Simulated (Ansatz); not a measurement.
Relaxed-ion elastic tensor of NbN (rock salt, Fm-3m) in GPa (Voigt order), the program Ansatz at the LDA level (PAW); density 8.59 g/cm³, 10.33 Å³ per atom.

```
 763   144   144   0.0   0.0   0.0
 144   763   144   0.0   0.0   0.0
 144   144   763   0.0   0.0   0.0
 0.0   0.0   0.0  90.6   0.0   0.0
 0.0   0.0   0.0   0.0  90.6   0.0
 0.0   0.0   0.0   0.0   0.0  90.6
```

**Question.** Is the crystal mechanically stable?

**Answer.** Yes: the smallest eigenvalue of C is 90.6 GPa.

**Question.** Work out the Voigt, Reuss and Hill averages.

**Answer.** K_V = 350, K_R = 350, K_H = 350; G_V = 178, G_R = 126, G_H = 152 GPa.

**Question.** Give Young's modulus, Poisson's ratio, Pugh's ratio and the universal anisotropy index.

**Answer.** E = 9KG/(3K + G) = 399 GPa; ν = 0.31; K/G = 2.30 (ductile by the Pugh limit of 1.75); A_U = 5G_V/G_R + K_V/K_R − 6 = 2.05.

**Question.** Estimate the sound speeds and the Debye temperature.

**Answer.** v_l = √((K + 4G/3)/ρ) = 8020 m/s, v_t = √(G/ρ) = 4210 m/s, mean 4710 m/s; Θ = (h/k)(3n/4πV)^(1/3) v_m = 644 K.

**Question.** Give the Zener ratio and Young's modulus along [100], [110] and [111].

**Answer.** A = 2C44/(C11 − C12) = 0.29; 1/E = S11 − 2(S11 − S12 − S44/2)Γ with Γ = 0, 1/4, 1/3 gives 717, 299, 250 GPa.

The LDA relaxation kept the symmetry of its start; of distortions, only those at the zone centre were tested. No spin polarisation was allowed. As this level gives no gap, shear constants depend on the k-mesh and smearing (Fermi–Dirac, 0.1 eV here).

Potentials: the later of the program's two PAW sets.
